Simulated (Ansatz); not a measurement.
Zone-centre modes in AlInSb₂

Level of theory: DFT r2SCAN, scalar-relativistic, plane waves, PAW in Ansatz 0.2.0. The runs took a 500 eV cutoff, a Γ-centred 6×6×4 mesh and Gaussian smearing (0.05 eV). No spin polarisation.

Zero of the scan (as given, not relaxed at this level, and it needn't be the usual structure):

```
CELL_PARAMETERS angstrom
4.50617 0.00000 0.00000
0.00000 4.50617 0.00000
0.00000 0.00000 6.34882
ATOMIC_POSITIONS crystal
Al 0.00000 0.00000 0.00000
In 0.50000 0.50000 0.50000
Sb 0.00000 0.50000 0.23337
Sb 0.50000 0.00000 0.76663
```

Harmonic modes by finite displacements of 0.02 Å, without the LO–TO term.

Q: At this geometry, is the structure stable against these modes?

A: Yes: no mode is imaginary beyond 10 cm⁻¹, and only the three translations lie near zero.

Q: List the wavenumbers in cm⁻¹.

A: 0, 0, 0, 55, 55, 148, 173, 176, 176, 293, 293, 310.

Cost: 1 run of about 3.6 core-minutes, on Intel Xeon Platinum 8488C (Sapphire Rapids) (shared hosts).